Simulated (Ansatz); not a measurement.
Computed with DFT PBE, scalar-relativistic, plane waves, PAW in Ansatz 0.2.0. All cells share a 420 eV cutoff and Γ-centred k meshes spaced at most about 0.3 Å⁻¹ (about 0.25 or finer for metals, 2π included). No spin polarisation in the final relaxations.

Temperature and zero-point effects are left out. All come from trial cells, and lower structures may exist.

Question: Which of these relaxed structures of Li3ZrN2 is the lowest in energy?
A.

```
Li Zr N
1.0
     4.84343    0.00000    0.00000
     0.00000    3.39212    0.00000
    -0.05352    0.00000    4.85792
Li Zr N
3 1 2
Cartesian
  0.9447 1.6961 3.7574
  3.1918 0.0000 3.3956
  1.5447 0.0000 1.5633
  3.9856 1.6961 1.0207
  2.4273 1.6961 2.3128
  4.7240 0.0000 0.0950
```

B.

```
Li Zr N
1.0
    -2.19142    2.19142    3.93864
     2.19142   -2.19142    3.93864
     2.19142    2.19142   -3.93864
Li Zr N
3 1 2
Direct
  0.00000 0.00000 0.00000
  0.25000 0.75000 0.50000
  0.75000 0.25000 0.50000
  0.50000 0.50000 0.00000
  0.24085 0.24085 0.00000
  0.75915 0.75915 0.00000
```

C.

```
Li Zr N
1.0
     3.44466    0.00000    0.00000
    -1.72233    2.98317    0.00000
     0.00000    0.00000    8.41538
Li Zr N
3 1 2
Direct
  0.66667 0.33333 0.75904
  0.66667 0.33333 0.24096
  0.66667 0.33333 0.50000
  0.33333 0.66667 0.00000
  0.33333 0.66667 0.24149
  0.33333 0.66667 0.75851
```

D.

```
Li Zr N
1.0
     3.07170    1.77345    2.69895
    -3.07170    1.77345    2.69895
     0.00000   -3.54689    2.69895
Li Zr N
3 1 2
Cartesian
  0.0000 1.7734 2.6990
  -1.5358 -0.8867 2.6990
  1.5358 -0.8867 2.6990
  0.0000 0.0000 0.0000
  0.0000 0.0000 6.0560
  0.0000 0.0000 2.0409
```

Answer: A. It has space group Pm (No. 6); the next, D, with space group R-3m (No. 166), lies 0.55 eV/atom higher. Counting N atoms around Li and Zr (those within 1.25 times the shortest such distance or 1.15 times the sum of covalent radii, 1.27 where that leaves under three; a plus sign parts nearer from farther groups; a slash parts the counts of unlike sites), the lowest has Li 1+2/3, Zr 3 and the next has Li 2, Zr 2.

The k mesh leaves some 4 meV/atom of noise in the energy of each metallic cell. Cells relaxed within their symmetry can be saddle points. Some structure types and database cells were kept out of the candidates from the start, so a known form may be missing.
